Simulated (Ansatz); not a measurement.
Given:

LaSb:
```cif
data_La4Sb4
_chemical_formula_sum 'La4 Sb4'
_space_group_name_H-M_alt 'Fm-3m'
_space_group_IT_number 225
_space_group_name_Hall '-F 4 2 3'
_cell_length_a 6.56350
_cell_length_b 6.56350
_cell_length_c 6.56350
_cell_angle_alpha 90.000
_cell_angle_beta 90.000
_cell_angle_gamma 90.000
loop_
_atom_site_label
_atom_site_type_symbol
_atom_site_symmetry_multiplicity
_atom_site_Wyckoff_symbol
_atom_site_fract_x
_atom_site_fract_y
_atom_site_fract_z
_atom_site_occupancy
La1 La 4 a 0.00000 0.00000 0.00000 1
Sb1 Sb 4 b 0.50000 0.50000 0.50000 1
```
(The calculation used a cell of 2 atoms; values per cell refer to that cell.)

This is the r²SCAN-relaxed structure.

Task: All from r²SCAN (plane waves, PAW; program Ansatz), unless another level is named. Give the electronic character.

Result: metallic (no gap).

Task: What about the density of states at the Fermi level?

Result: 0.03 states/eV per atom (mean over ±0.08 eV).

Task: Predict the formation energy from the elements (no fitted shifts).

Result: -1.53 eV/atom.

The workflow started from a Materials Project entry (that database holds measured and hypothetical structures alike); the Crystallography Open Database files this formula in space group No. 225, but the cells were not matched. Its standing as an ambient phase is unchecked. Symmetry was held in the r²SCAN relaxation; its stability against distortions is not shown here. A small band overlap can be real or an error of a semilocal functional. The references are the lowest solids computed at this level, not always the standard phases. Spin–orbit coupling is left out wherever it is not named.

Potentials: the later of the program's two PAW sets.
